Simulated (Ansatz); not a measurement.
InAs (zinc blende)

```yaml
crystal:
  lattice:
    - [0.00000, 3.09331, 3.09331]
    - [3.09331, 0.00000, 3.09331]
    - [3.09331, 3.09331, 0.00000]
  atoms:
    - { symbol: As, position: [0.75000, 0.75000, 0.75000] }
    - { symbol: In, position: [0.00000, 0.00000, 0.00000] }
```

The slice is a {100} plane (indices of the conventional cell) through the point (0.000, 0.000, 0.000) (fractional), spanned by u = [100] and v = [0 1 -1] in vectors of this cell: u (4.37 Å) and v (4.37 Å, at 90° to u). It covers one period; positions are fractions (u, v).

Method: PBE (plane waves to 420 eV, PAW, scalar-relativistic; Ansatz, a program for electronic structure). k mesh 9×9×9. These are valence fields of a PAW run, semicore shells included where kept as valence: close to a nucleus they are smooth pseudo fields. At this level the bands of InAs touch or barely overlap; measurements give the solid a gap. InAs was relaxed with its symmetry unable to fall. The PAW data are Ansatz's earlier set.

Three fields on this plane, each scaled to ten steps between its own extremes (0 low, 9 high; the total valence density on a logarithmic scale, the potential cut 8 eV below its top; x marks points blanked near nuclei; v = 0 in the bottom row):

Map A
```
|xxxxxxxx45678999999987654xxxxxxx|
|xxxxxxxx45678999999987654xxxxxxx|
|xxxxxxx4456778888888776544xxxxxx|
|xxxxxxx4456677777777766544xxxxxx|
|xxxxxx444555566666665555444xxxxx|
|xxxxx44444444444444444444444xxxx|
|xxx444444443333333333344444444xx|
|44444444433222222222223344444444|
|55555544322111111111112234455555|
|66666544321110000000111234456666|
|87776543211000000000001123456777|
|98877543211000000000001123457788|
|99987643210000000000000123467899|
|99987643210000000000000123467899|
|99987643210000000000000123467899|
|99987643210000000000000123467899|
|99987643210000000000000123467899|
|99987643210000000000000123467899|
|99987643210000000000000123467899|
|98877543211000000000001123457788|
|87776543211000000000001123456777|
|66666544321110000000111234456666|
|55555544322111111111112234455555|
|44444444433222222222223344444444|
|xxx444444443333333333344444444xx|
|xxxxx44444444444444444444444xxxx|
|xxxxxx444555566666665555444xxxxx|
|xxxxxxx4456677777777766544xxxxxx|
|xxxxxxx4456778888888776544xxxxxx|
|xxxxxxxx45678999999987654xxxxxxx|
|xxxxxxxx45678999999987654xxxxxxx|
|xxxxxxxx45689999999998654xxxxxxx|
```

Map B
```
|xxxxxxxx98777666666677789xxxxxxx|
|xxxxxxxx98776666666667789xxxxxxx|
|xxxxxxx9887666666666667889xxxxxx|
|xxxxxxx9877666555556667789xxxxxx|
|xxxxxx987766555555555667789xxxxx|
|xxxxx98776655544444555667789xxxx|
|xxx998776555444444444555677899xx|
|99988776554443333333444556778899|
|88887765544333332333334455677888|
|77777665443332222222333445667777|
|77766655433222111112223345566677|
|77666554433221111111223344556667|
|66666554332211000001122334556666|
|66665544332110000000112334455666|
|66665544332110000000112334455666|
|66665544322110000000112234455666|
|66665544332110000000112334455666|
|66665544332110000000112334455666|
|66666554332211000001122334556666|
|77666554433221111111223344556667|
|77766655433222111112223345566677|
|77777665443332222222333445667777|
|88887765544333332333334455677888|
|99988776554443333333444556778899|
|xxx998776555444444444555677899xx|
|xxxxx98776655544444555667789xxxx|
|xxxxxx987766555555555667789xxxxx|
|xxxxxxx9877666555556667789xxxxxx|
|xxxxxxx9887666666666667889xxxxxx|
|xxxxxxxx98776666666667789xxxxxxx|
|xxxxxxxx98777666666677789xxxxxxx|
|xxxxxxxx98777666666677789xxxxxxx|
```

Map C
```
|xxxxxxxx01356777777765310xxxxxxx|
|xxxxxxxx01466777777766410xxxxxxx|
|xxxxxxx0024677888887764200xxxxxx|
|xxxxxxx0035678888888765300xxxxxx|
|xxxxxx002467788888887764200xxxxx|
|xxxxx00145678888888887654100xxxx|
|xxx000135678889999988876531000xx|
|00000245678889999999888765420000|
|01123456788899999999988876543211|
|33445667888999999999998887665443|
|55666778889999999999999888776665|
|66677788899999999999999988877766|
|77778888999999999999999998888777|
|77788889999999999999999999888877|
|77788889999999999999999999888877|
|77788889999999999999999999888877|
|77788889999999999999999999888877|
|77788889999999999999999999888877|
|77778888999999999999999998888777|
|66677788899999999999999988877766|
|55666778889999999999999888776665|
|33445667888999999999998887665443|
|01123456788899999999988876543211|
|00000245678889999999888765420000|
|xxx000135678889999988876531000xx|
|xxxxx00145678888888887654100xxxx|
|xxxxxx002467788888887764200xxxxx|
|xxxxxxx0035678888888765300xxxxxx|
|xxxxxxx0024677888887764200xxxxxx|
|xxxxxxxx01466777777766410xxxxxxx|
|xxxxxxxx01356777777765310xxxxxxx|
|xxxxxxxx00356777777765300xxxxxxx|
```

Q: Assign the maps to these fields: electron localisation function (ELF); valence electron density; electrostatic potential energy of an electron, from the cell's mean.

A: A is the electron localisation function (ELF); B is the valence electron density; C is the electrostatic potential energy of an electron, from the cell's mean.
